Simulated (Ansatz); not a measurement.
Settings and field gradients in LuB3H12

Cell: a computed structure from the Materials Project (it need not be an observed phase), taken as it stands.

```cif
data_LuB3H12
_symmetry_space_group_name_H-M 'Fm-3c'
_symmetry_Int_Tables_number 226
_cell_length_a 10.7657
_cell_length_b 10.7657
_cell_length_c 10.7657
_cell_angle_alpha 90.000
_cell_angle_beta 90.000
_cell_angle_gamma 90.000
loop_
_atom_site_label
_atom_site_type_symbol
_atom_site_symmetry_multiplicity
_atom_site_Wyckoff_symbol
_atom_site_fract_x
_atom_site_fract_y
_atom_site_fract_z
Lu Lu 8 b 0.0000 0.5000 0.5000
B B 24 c 0.0000 0.5000 0.7500
H H 96 i 0.0000 0.4047 0.3129
```

One atom of each set is listed; the run and its k-mesh use a cell of 32 atoms with edges of 7.61, 7.61, 7.61 Å.

Reference run. Level of theory: DFT, PBE, plane waves and PAW, scalar-relativistic, 420 eV cutoff, Γ-centred 5×5×5 k-points, Fermi–Dirac smearing 0.02 eV (Ansatz 0.2.0).

It gives V_zz (10²¹ V/m²) H 1.66 (η 0.23), among others. Each of these runs changes the input as listed (caps on SCF iterations aside):

A. crystal.symmetry: not typed → {detect: false}; scf.occupations.width: 0.02 → 0.025
B. basis.ecutwfc: not typed → 800 eV; scf.occupations.width: 0.02 → not typed; scf.occupations.method: fermi_dirac → tetrahedron_uncorrected

(1) Which of these changes matter for the gradients?

Results:

(1) 

```tsv
run	H V_zz (η)	largest change of a gradient tensor, all atoms	note
A	1.66 (0.23)	0.00	converged
B	1.64 (0.23)	0.02	converged
```

Run B moves them most, on H (V_zz from 1.66 to 1.64).

In run B the shift comes from basis.ecutwfc: the other keys steer the path to self-consistency or leave the density as it is (the gap is far wider than the smearing).

On the reference run: The lattice is static: at room temperature BH₄ may turn and average the couplings of its hydrogen.
